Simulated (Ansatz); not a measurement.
One stationary structure of TePb. Level of theory: PBE (plane waves to 420 eV, PAW, scalar-relativistic; Ansatz, a first-principles code).

```cif
data_PbTe
_chemical_formula_sum 'Pb1 Te1'
_space_group_name_H-M_alt 'P 1'
_space_group_IT_number 1
_cell_length_a 4.64513
_cell_length_b 4.64513
_cell_length_c 4.64513
_cell_angle_alpha 60.000
_cell_angle_beta 60.000
_cell_angle_gamma 60.000
loop_
_space_group_symop_operation_xyz
  'x, y, z'
loop_
_atom_site_label
_atom_site_type_symbol
_atom_site_fract_x
_atom_site_fract_y
_atom_site_fract_z
_atom_site_occupancy
Pb1 Pb 0.50000 0.50000 0.50000 1
Te1 Te 0.00000 0.00000 0.00000 1
```

Task: Determine the symmetry and give the standard cell with its independent sites.

Result: Space group Fm-3m (No. 225); a = b = c = 6.5692 Å, α = β = γ = 90.00°

```tsv
atom	site	symmetry	x	y	z
Pb	4b	m-3m	0.5000	0.5000	0.5000
Te	4a	m-3m	0.0000	0.0000	0.0000
```

This is the rock salt type.

Task: Give the shortest distances between elements (the closest pairs, up to four, under 3.6 Å).

Result: Pb–Te 3.28 Å.

```json
{
  "volume_per_atom": "35.44 Å³",
  "band_gap": "0.83 eV, direct at L (no spin-orbit coupling)"
}
```

No spin polarisation in the result. Spin-orbit coupling is missing; with elements this heavy it can move band edges by tenths of an eV or more.

Measured for TePb: gap 0.19 eV (0 K or low temperature; as listed in arXiv:2302.06325). Computed minus measured — gap: PBE +0.64 eV. The computed values are for a static lattice, and a measured gap can be an optical one, lowered by exciton binding.

The run could not lose the symmetry of its start.
